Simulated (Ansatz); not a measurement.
# Profile along the B–B line in MgB2 (AlB2 type, space group P6/mmm)

MgB2 (AlB2 type, space group P6/mmm)

Space group P6/mmm (No. 191); a = 3.0674 Å, b = 3.0674 Å, c = 3.5148 Å, α = 90.00°, β = 90.00°, γ = 120.00°

| atom | site | symmetry | x | y | z |
|---|---|---|---|---|---|
| Mg | 1a | 6/mmm | 0.0000 | 0.0000 | 0.0000 |
| B | 2d | -6m2 | 0.3333 | 0.6667 | 0.5000 |

Fields along a shortest B–B line of a (0001) plane (1.77 Å), from B to B, interpolated on the slice's grid (step about 0.2 Å). Computed with r2SCAN (plane waves to 500 eV, PAW, scalar-relativistic; Ansatz, a program for electronic structure). k mesh 17×17×13. Inside the PAW spheres the values are not all-electron values, and peaks at nuclei hang on which shells count as valence. MgB2 was relaxed with its symmetry unable to fall.

```json
[
 {"distance from B (Å)": "0.00", "valence electron density (e/Å³)": "0.22", "electron localisation function": "x"},
 {"distance from B (Å)": "0.18", "valence electron density (e/Å³)": "0.40", "electron localisation function": "x"},
 {"distance from B (Å)": "0.35", "valence electron density (e/Å³)": "0.72", "electron localisation function": "x"},
 {"distance from B (Å)": "0.53", "valence electron density (e/Å³)": "0.88", "electron localisation function": "0.72"},
 {"distance from B (Å)": "0.71", "valence electron density (e/Å³)": "0.87", "electron localisation function": "0.89"},
 {"distance from B (Å)": "0.89", "valence electron density (e/Å³)": "0.84", "electron localisation function": "0.91"},
 {"distance from B (Å)": "1.06", "valence electron density (e/Å³)": "0.87", "electron localisation function": "0.89"},
 {"distance from B (Å)": "1.24", "valence electron density (e/Å³)": "0.88", "electron localisation function": "0.71"},
 {"distance from B (Å)": "1.42", "valence electron density (e/Å³)": "0.73", "electron localisation function": "x"},
 {"distance from B (Å)": "1.59", "valence electron density (e/Å³)": "0.39", "electron localisation function": "x"},
 {"distance from B (Å)": "1.77", "valence electron density (e/Å³)": "0.24", "electron localisation function": "x"}
]
```

x: too close to a nucleus for the ELF to mean much.

Density on the B–B line (1.77 Å) at its midpoint: 0.84 e/Å³. ELF at that point: 0.9. ELF maximum in the middle third of the B–B line: 0.91, 0.9 Å from B.
